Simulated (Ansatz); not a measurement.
The following input was run with Ansatz 0.2.0.

```yaml
crystal:
  lattice:
    - [7.6671877233, 0.0, 0.0]
    - [0.0, 7.6671877233, 0.0]
    - [0.0, 0.0, 28.6559005398]
  atoms:
    - { symbol: Si, position: [0.406511102, 0.25, 0.3316594426] }
    - { symbol: Si, position: [0.406511102, 0.75, 0.3316594426] }
    - { symbol: Si, position: [0.093488898, 0.25, 0.3316594426] }
    - { symbol: Si, position: [0.093488898, 0.75, 0.3316594426] }
    - { symbol: Si, position: [0.5, 0.5, 0.3789579076] }
    - { symbol: Si, position: [0.5, 0.0, 0.3789579076] }
    - { symbol: Si, position: [0.0, 0.5, 0.3789579076] }
    - { symbol: Si, position: [0.0, 0.0, 0.3789579076] }
    - { symbol: Si, position: [0.7493278433, 0.5072548556, 0.4221758766] }
    - { symbol: Si, position: [0.7503915365, 0.0066304284, 0.42244071] }
    - { symbol: Si, position: [0.2490708557, 0.5006823837, 0.4297543892] }
    - { symbol: Si, position: [0.251348147, -2.30888e-05, 0.4297382218] }
    - { symbol: Si, position: [0.7485670142, 0.7568816481, 0.468667769] }
    - { symbol: Si, position: [0.7532166667, 0.2572374876, 0.468128677] }
    - { symbol: Si, position: [0.2514661158, 0.7501162685, 0.4785251195] }
    - { symbol: Si, position: [0.2509843953, 0.2503375691, 0.4780602599] }
    - { symbol: Si, position: [-0.0138809486, 0.7630259416, 0.5203440294] }
    - { symbol: Si, position: [-0.0118840869, 0.2357316792, 0.5211496323] }
    - { symbol: Si, position: [0.5129420872, 0.7348477449, 0.5227542247] }
    - { symbol: Si, position: [0.5151007119, 0.2639348868, 0.5203094862] }
    - { symbol: Si, position: [0.9213307513, -0.0017191841, 0.5711506272] }
    - { symbol: Si, position: [0.8804171129, 0.4989638407, 0.5510675454] }
    - { symbol: Si, position: [0.6265924703, 0.0007352487, 0.5490588674] }
    - { symbol: Si, position: [0.5798907184, 0.4951130931, 0.5723964245] }
    - { symbol: F, position: [0.4838923508, 0.2517534793, 0.2792094405] }
    - { symbol: F, position: [0.4843502372, 0.7502955064, 0.2792570411] }
    - { symbol: F, position: [0.0150322608, 0.2509477135, 0.2793312227] }
    - { symbol: F, position: [0.0156446794, 0.7509863051, 0.2792426469] }
basis:
  ecutwfc: 420
kpoints:
  mp_grid: { grid: [2, 2, 1] }
hamiltonian:
  xc: pbe
  dispersion: d3bj
scf:
  occupations: { method: gaussian, width: 0.05 }
output:
  forces: true
  eigenvalues: true
  write_density: true
  volumetric_format: npy
efield:
  axis: 3
  dipole_correction: true
  ramp_width: 0.04
```

Command:
```bash
ansatz run input.yaml --threads 4 --pin off --max-ram 10240MiB --backend cpu --events-out ev --progress --plain --runs-dir out
```

The calculation used DFT PBE+D3(BJ), scalar-relativistic, plane waves, PAW in Ansatz.

Abridged output (iterations and final results):

```
SCF iter   1: F=—  HF=-18495.508641 eV  |F-HF|=—  |Δ(HF+E_count)|=         —  Δρ=2.35e-3  dr2=2.25e-1  ethr=1.77e-3  p=0.320 e·Å  D=3.44e-2 V/Å  ΔV_dip=-0.99 eV  dr2_dipole=3.95e-3  V_vac-E_F(+/−)=4.73/5.71 eV  ⟨swp⟩=7.8  Hψ=1978  notcnv=0  defer=39
efield: sawtooth ramp at fractional position 0.9058 (placed from the atoms, in the widest stretch of the axis that holds none; the zero of the levels goes with the place), width 0.0400; the density the first Hamiltonian is built on has a dipole p = 0.320 e·Å; the dipole correction subtracts the counter field D = 3.44e-2 V/Å, which shifts the + side's vacuum level by -0.99 eV against the − side's; the planar-averaged density in the ramp window peaks in size at 3.4e-7 e/Å³
SCF iter   2: F=—  HF=-18495.501672 eV  |F-HF|=—  |Δ(HF+E_count)|=   6.97e-3  Δρ=1.30e-3  dr2=1.78e-1  ethr=1.82e-4  p=0.370 e·Å  D=3.98e-2 V/Å  ΔV_dip=-1.14 eV  dr2_dipole=3.53e-2  V_vac-E_F(+/−)=4.88/6.02 eV  ⟨swp⟩=3.0  Hψ=662  notcnv=0  defer=90
SCF iter   3: F=—  HF=-18495.486433 eV  |F-HF|=—  |Δ(HF+E_count)|=   1.52e-2  Δρ=5.59e-4  dr2=1.41e-2  ethr=1.44e-4  p=0.386 e·Å  D=4.14e-2 V/Å  ΔV_dip=-1.19 eV  dr2_dipole=2.94e-4  V_vac-E_F(+/−)=4.81/6.00 eV  ⟨swp⟩=2.0  Hψ=466  notcnv=0  defer=90
SCF iter   4: F=—  HF=-18495.485022 eV  |F-HF|=—  |Δ(HF+E_count)|=   1.41e-3  Δρ=3.32e-4  dr2=4.81e-3  ethr=1.14e-5  p=0.383 e·Å  D=4.12e-2 V/Å  ΔV_dip=-1.18 eV  dr2_dipole=1.47e-4  V_vac-E_F(+/−)=4.82/6.00 eV  ⟨swp⟩=2.0  Hψ=503  notcnv=0  defer=90
SCF iter   5: F=—  HF=-18495.484364 eV  |F-HF|=—  |Δ(HF+E_count)|=   6.58e-4  Δρ=1.21e-4  dr2=9.03e-4  ethr=3.88e-6  p=0.385 e·Å  D=4.13e-2 V/Å  ΔV_dip=-1.18 eV  dr2_dipole=1.15e-4  V_vac-E_F(+/−)=4.82/6.00 eV  ⟨swp⟩=2.0  Hψ=395  notcnv=0  defer=90
SCF iter   6: F=—  HF=-18495.484327 eV  |F-HF|=—  |Δ(HF+E_count)|=   3.71e-5  Δρ=3.28e-5  dr2=6.00e-5  ethr=7.28e-7  p=0.387 e·Å  D=4.16e-2 V/Å  ΔV_dip=-1.19 eV  dr2_dipole=1.01e-8  V_vac-E_F(+/−)=4.81/6.01 eV  ⟨swp⟩=2.2  Hψ=465  notcnv=0  defer=90
SCF iter   7: F=—  HF=-18495.484471 eV  |F-HF|=—  |Δ(HF+E_count)|=   1.44e-4  Δρ=1.74e-5  dr2=1.00e-5  ethr=4.84e-8  p=0.387 e·Å  D=4.15e-2 V/Å  ΔV_dip=-1.19 eV  dr2_dipole=1.61e-7  V_vac-E_F(+/−)=4.81/6.00 eV  ⟨swp⟩=2.0  Hψ=534  notcnv=0  defer=90
SCF iter   8: F=—  HF=-18495.484471 eV  |F-HF|=—  |Δ(HF+E_count)|=   7.21e-8  Δρ=1.05e-5  dr2=3.08e-6  ethr=8.08e-9  p=0.387 e·Å  D=4.15e-2 V/Å  ΔV_dip=-1.19 eV  dr2_dipole=3.55e-9  V_vac-E_F(+/−)=4.81/6.00 eV  ⟨swp⟩=2.0  Hψ=517  notcnv=0  defer=90
SCF iter   9: F=—  HF=-18495.484471 eV  |F-HF|=—  |Δ(HF+E_count)|=   1.07e-7  Δρ=3.07e-6  dr2=4.02e-7  ethr=2.48e-9  p=0.387 e·Å  D=4.15e-2 V/Å  ΔV_dip=-1.19 eV  dr2_dipole=9.74e-9  V_vac-E_F(+/−)=4.81/6.00 eV  ⟨swp⟩=2.0  Hψ=454  notcnv=0  defer=90
SCF iter  10: F=-18495.484472 eV  HF=-18495.484472 eV  |F-HF|=4.66e-8  |Δ(HF+E_count)|=   2.47e-7  Δρ=1.06e-6  dr2=5.98e-8  ethr=8.06e-11  p=0.387 e·Å  D=4.15e-2 V/Å  ΔV_dip=-1.19 eV  dr2_dipole=4.39e-9  V_vac-E_F(+/−)=4.81/6.00 eV  ⟨swp⟩=21.8  Hψ=2666  notcnv=0
SCF 1 converged in 10 iterations: F = -18495.484472 eV  dr2 = 5.98e-8
SCF converged after 10 iterations
Free energy (F): -18495.484472 eV
Harris-Foulkes:  -18495.484472 eV  (|F-HF|=4.66e-8)
Internal energy: -18495.473913 eV  (E = F + TS)
E sigma→0 (E₀):  -18495.479193 eV
Entropy (-TS):   -0.010558 eV (-0.377 meV/atom)
Fermi energy:    -1.842910 eV
Dipole field:    D = 0.041560 V/Å  (p = 0.386897 e·Å, saw-weighted, corrected)
Work function:   Φ+ = 4.8143 eV   Φ− = 6.0052 eV
Levels:          The Fermi level and band energies are counted from a zero that moves with the ramp; work functions are not
--- Per-component energies (eV) ---
  E_band       = -1026.250338
  E_kinetic    = 1784.646162
  E_local      = -52207.405637  (includes V_loc(G=0)·N_el)
  E_nonlocal   = 911.220458
  E_hartree    = 25161.611419
  E_xc         = -1635.034714
  E_vxc        = -1518.873066  (∫ρ·V_xc dr)
  E_paw        = -13106.260605  (= ΣΔE_a)
  E_vpaw       = -321.354462  (= ΣTr[D̂ρ^β])
  E_aug_tail   = 0.008398  (compensation charges beyond the density's cutoff)
  E_efield     = 0.008040  (sawtooth field / dipole correction)
  E_vefield    = 2.287793  (∫n·V_field dr)
  E_ewald      = 20601.815188
  E_disp       = -6.082622  (pairwise vdW)
  E_smearing   = -0.010558  (= −TS)
--- Forces (eV/Å), atoms counted from 1 ---
  atom   1  Si     0.54233995    -0.00518614     1.08897031
  atom   2  Si     0.58888121    -0.02982492     1.09053655
  atom   3  Si    -0.58395867    -0.01731636     1.11103197
  atom   4  Si    -0.54537142    -0.01382434     1.08630720
  atom   5  Si    -1.51631491     0.01156306    -1.11613622
  atom   6  Si    -1.40657324     0.02735782    -1.12295900
  atom   7  Si     1.43208477     0.05159048    -1.12300085
  atom   8  Si     1.47227094    -0.01366096    -1.08068680
  atom   9  Si     0.00168260    -0.00271454    -0.04505828
  atom  10  Si     0.06998183    -0.04385181    -0.11213042
  atom  11  Si    -0.00337728    -0.00284231     0.02068381
  atom  12  Si     0.02063590    -0.00389458     0.02921579
  atom  13  Si    -0.13382151    -0.01887527     0.06385739
  atom  14  Si    -0.06269118     0.10994660     0.07391460
  atom  15  Si     0.01055618    -0.00009550     0.03186271
  atom  16  Si    -0.02581418    -0.00112542     0.02440506
  atom  17  Si     0.08114063    -0.06845374     0.25675230
  atom  18  Si     0.06987896     0.02345872     0.20514299
  atom  19  Si     0.07274141     0.01048477     0.03471707
  atom  20  Si     0.04331364    -0.04548514     0.13489816
  atom  21  Si    -0.06621833     0.05117093    -0.01407033
  atom  22  Si    -0.45515026    -0.01814169    -0.40968217
  atom  23  Si     0.13743101    -0.13525902    -0.22089027
  atom  24  Si     0.24047717     0.12583412    -0.02582048
  atom  25  F      0.00674571    -0.00056699     0.00389434
  atom  26  F      0.00083256     0.00412708     0.00487814
  atom  27  F      0.00521963    -0.00283867     0.00159187
  atom  28  F      0.00303794     0.00842806     0.00766630
--- Band table (eV) ---
  k-point 0: bands = ["-26.7137", "-26.6995", "-26.6868", "-26.6732", "-13.6679", "-12.6888", "-11.7778", "-11.7327", "-11.7028", "-11.2448", "-11.1914", "-10.9495", "-10.9101", "-10.5248", "-9.8551", "-9.7046", "-9.6923", "-9.5486", "-9.4657", "-9.4232", "-9.2279", "-8.5539", "-8.4541", "-8.3535", "-8.0632", "-7.9162", "-7.8996", "-7.7140", "-7.6631", "-7.5354", "-7.3827", "-7.3604", "-7.3166", "-7.3006", "-7.2558", "-6.8016", "-6.5220", "-6.0021", "-5.5933", "-5.4088", "-5.3366", "-5.1970", "-4.8673", "-4.8102", "-4.7067", "-4.5700", "-4.5418", "-4.1695", "-3.8029", "-3.6039", "-3.5055", "-3.4926", "-3.2680", "-3.1875", "-3.0871", "-3.0520", "-2.9969", "-2.8743", "-2.6051", "-2.3230", "-2. ...
  k-point 1: bands = ["-26.7108", "-26.7020", "-26.6847", "-26.6758", "-13.1435", "-13.1146", "-12.2110", "-12.1896", "-11.2174", "-11.2074", "-10.8924", "-10.8762", "-10.7046", "-10.6941", "-10.4766", "-10.4622", "-9.7293", "-9.7160", "-9.2145", "-9.2094", "-8.5169", "-8.5004", "-8.1591", "-8.1433", "-7.8403", "-7.8340", "-7.6036", "-7.5983", "-7.4710", "-7.4636", "-7.2914", "-7.2827", "-7.1162", "-7.1118", "-6.8361", "-6.7813", "-6.0083", "-6.0047", "-5.8579", "-5.8561", "-5.3922", "-5.3755", "-5.2623", "-5.2454", "-4.7853", "-4.7768", "-4.5657", "-4.5509", "-4.2845", "-4.2786", "-4.0346", "-4.0203", "-3.5950", "-3.5760", "-3.2258", "-3.2142", "-3.1796", "-3.1600", "-2.9062", "-2.8877", "- ...
  k-point 2: bands = ["-26.7119", "-26.6981", "-26.6882", "-26.6750", "-13.3561", "-12.9355", "-12.1081", "-11.9546", "-11.4190", "-11.2657", "-11.0310", "-11.0222", "-10.8134", "-10.5681", "-10.5450", "-10.4503", "-9.8765", "-9.2997", "-9.2180", "-8.5512", "-8.3930", "-8.2567", "-8.2020", "-8.1676", "-7.9829", "-7.9190", "-7.8113", "-7.6199", "-7.4269", "-7.3766", "-7.3537", "-7.3195", "-7.3070", "-7.2988", "-7.2271", "-6.9842", "-6.8424", "-6.5599", "-5.5114", "-5.4962", "-5.4712", "-5.3390", "-5.1971", "-5.0025", "-4.5808", "-4.4161", "-4.3576", "-4.2203", "-4.0802", "-4.0296", "-4.0184", "-3.8716", "-3.8141", "-3.7628", "-3.4875", "-3.3949", "-3.1955", "-2.8711", "-2.5634", "-2.3837", "- ...
  k-point 3: bands = ["-26.7091", "-26.7003", "-26.6864", "-26.6775", "-12.8288", "-12.7838", "-12.4152", "-12.4062", "-11.6470", "-11.6319", "-11.5162", "-11.5052", "-10.2670", "-10.2625", "-10.1962", "-10.1886", "-9.3803", "-9.3700", "-9.1463", "-9.1352", "-8.3626", "-8.3515", "-7.9241", "-7.9176", "-7.7431", "-7.7383", "-7.5813", "-7.5768", "-7.4614", "-7.4551", "-7.3678", "-7.3597", "-6.9913", "-6.9771", "-6.9058", "-6.9019", "-6.0316", "-6.0029", "-5.8620", "-5.8515", "-5.5194", "-5.5075", "-5.4081", "-5.3642", "-5.0383", "-5.0285", "-4.9593", "-4.9536", "-4.3630", "-4.3588", "-4.0971", "-4.0585", "-3.7131", "-3.7052", "-3.5328", "-3.5240", "-3.3647", "-3.3595", "-3.2779", "-3.2696", "- ...
```

The calculation finished and met its thresholds.

Time: 8.8 s on 4 threads of Intel(R) Xeon(R) Platinum 8488C (Sapphire Rapids) (shared host), peak memory 3.6 GiB.